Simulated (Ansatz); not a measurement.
Property card for GeS

GeS:
Space group Cmcm (No. 63); a = 3.7814 Å, b = 10.4196 Å, c = 3.7615 Å, α = β = γ = 90.00°

| atom | site | symmetry | x | y | z |
|---|---|---|---|---|---|
| Ge | 4c | m2m | 0.0000 | 0.1294 | 0.7500 |
| S | 4c | m2m | 0.0000 | 0.6435 | 0.2500 |
(The calculation used a cell of 4 atoms; values per cell refer to that cell.)

Space group Cmcm (No. 63); conventional cell a = 3.7814 Å, b = 10.4196 Å, c = 3.7615 Å, α = 90.00°, β = 90.00°, γ = 90.00°.

Method: the program Ansatz at the LDA level (PAW). Geometry: relaxed at this level of theory. Other levels are named where they apply.

Cell and energy:

| Item | Result |
|---|---|
| Volume per atom | 18.53 Å³ |
| Density | 4.69 g/cm³ |
| Formation energy from the elements (no fitted shifts) | -0.29 eV/atom |

Electronic structure:

| Property | Value |
|---|---|
| Electronic character | no gap, with almost no states at the Fermi level (zero-gap or semimetallic) |
| Density of states at the Fermi level | 0.00 states/eV per atom (mean over ±0.08 eV) |

Mechanics:

| Quantity | Result |
|---|---|
| Bulk modulus (Birch–Murnaghan fit) | 46.2 GPa |
| Pressure derivative B′ | 7.5 |

Phonons:

| Property | Value |
|---|---|
| Highest zone-centre frequency | 287 cm⁻¹ |
| Zone-centre stability | unstable, softest mode 130i cm⁻¹ |

The workflow started from a Materials Project entry (that database holds measured and hypothetical structures alike); the Crystallography Open Database copy checked does not list it. COD files the formula under space group No. 62, so this cell is another polymorph or a model. Whether it is the stable phase at ambient conditions was not checked. The LDA relaxation kept the symmetry of its start. A crystal of weakly bound layers computed without a dispersion correction: the cell and the soft elastic constants depend strongly on that. As this level gives no gap, phonon frequencies hold no LO–TO term and depend on the k-mesh and smearing (Fermi–Dirac, 0.1 eV here). The references are the lowest solids computed at this level, not always the standard phases. Spin–orbit coupling is left out wherever it is not named.

Potentials: the later of the program's two PAW sets.
